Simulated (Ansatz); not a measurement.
BPt, one cell by several methods

```
B Pt
1.0
     3.22943    0.00000    0.00000
    -1.61471    2.79677    0.00000
     0.00000    0.00000    5.26127
B Pt
2 2
Direct
  0.66667 0.33333 0.75000
  0.33333 0.66667 0.25000
  0.00000 0.00000 0.00000
  0.00000 0.00000 0.50000
```

Atoms are numbered in the order listed.

Structure from Materials Project entry mp-1096829 (possibly hypothetical), not relaxed further.

Spin–orbit coupling is left out, though it moves levels of the heavy atoms by tenths of an eV or more.

All numbers are computed: DFT, PBE, PAW with Ansatz's default frozen-core files, scalar-relativistic (Ansatz 0.2.0); DFT, PBE, all-electron PAW with datasets made for the crystal, scalar-relativistic (Ansatz 0.2.0); DFT, PBE, all-electron LAPW, scalar-relativistic (Ansatz 0.2.0).

For PAW: a Γ-centred 12×12×6 k mesh, Fermi–Dirac smearing of 0.05 eV, cutoff 420 eV, no spin polarisation. The crystal-made all-electron datasets (AE datasets) take a cutoff of 320 eV at this cell. LAPW targets a basis error of 1 meV/atom. The Ansatz runs share mesh, smearing and spin set-up. Plane-wave (PAW) pressures include the program's estimate of the Pulay term.

Stress and pressure are positive in compression.

No spin–orbit coupling: at heavy atoms the gradients can be off by tens of per cent for that reason.

In a metal, gradients converge slowly with the k mesh: the values move by tens of per cent from one mesh to another, at times in sign, so only the comparison on one mesh counts.

Levels count from the Fermi level.

```tsv
quantity	PAW	AE datasets	LAPW
pressure (GPa)	-1.04	-1.05	-1.05
stress xx (GPa)	-0.97	-0.99	-0.99
stress zz (GPa)	-1.17	-1.19	-1.19
highest filled level at M (eV)	-0.437	-0.439	-0.439
lowest empty level at M (eV)	4.248	4.249	4.249
highest filled level at L (eV)	-1.422	-1.421	-1.421
lowest empty level at L (eV)	3.238	3.238	3.238
highest filled level at Γ (eV)	-2.132	-2.128	-2.128
lowest empty level at Γ (eV)	1.278	1.283	1.283
field gradient Vzz at Pt3 (10²¹ V/m²)	-16.90	-17.49	–
```

PAW's pressure differs from the LAPW value by about 0.01 GPa or less.
